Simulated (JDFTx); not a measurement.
System: WSi2(101) (I4/mmm bulk; lattice of mp-1620, not re-optimised at this level), 1x1 cell of 9 atoms in 9 planes (Si outermost, slab composition W3Si6), area 13.56 Å² a face, 7.9 Å between the outermost planes in a cell 23.9 Å high; k mesh 8×8×1, Fermi width 0.01 Ha, no spin polarisation. Whether this polymorph is the ambient one wasn't checked.

Computed with a modified build of JDFTx: PBE, GBRV ultrasoft potentials, plane waves to 20/100 Ha. Vacuum. The outer atoms relax from bulk positions, keeping the cell's symmetry; the lattice is not PBE's own optimum in this code, and that strain can shift the moves by a few hundredths of an ångström. Input:

```
lattice \
  6.0749592646 -3.0374796323 0.0000000000 \
  0.0000000000 7.9731344114 0.0000000000 \
  0.0000000000 0.0000000000 45.1644543786
coords-type Lattice
ion Si 0.8669068430 0.7338136860 -0.1660250760 1
ion Si 0.2941635890 0.5883271790 -0.0827034930 0
ion Si 0.0120406470 0.0240812950 -0.0416607920 0
ion Si 0.4392973930 0.8785947870 0.0416607920 0
ion Si 0.1571744510 0.3143489030 0.0827034930 0
ion Si 0.5844311970 0.1688623950 0.1660250760 1
ion W 0.5805352160 0.1610704330 -0.1243642840 1
ion W 0.7256690200 0.4513380410 0.0000000000 0
ion W 0.8708028240 0.7416056490 0.1243642840 1
ion-species pseudo/si_pbe_v1.upf
ion-species pseudo/w_pbe_v1.2.upf
elec-cutoff 20 100
elec-ex-corr gga-PBE
coulomb-interaction Slab 001
coulomb-truncation-embed 0 0 0
kpoint-folding 8 8 1
elec-smearing Fermi 0.01
lcao-params 10
elec-n-bands 47
electronic-scf nIterations 100 energyDiffThreshold 1e-07
ionic-minimize nIterations 10 energyDiffThreshold 1e-5 knormThreshold 4e-4
dump-name vac.$VAR
dump End State Ecomponents EigStats BandEigs Forces ElecDensity IonicPositions Fillings Kpoints Dtot
```

Q: How far do the free atoms of the upper face move along the normal, and how much energy is released?

A: Si (atom 6) -0.10 Å, W (atom 9) -0.07 Å (positive: outward). The free energy falls by 0.088 eV per cell, 52 mJ/m².
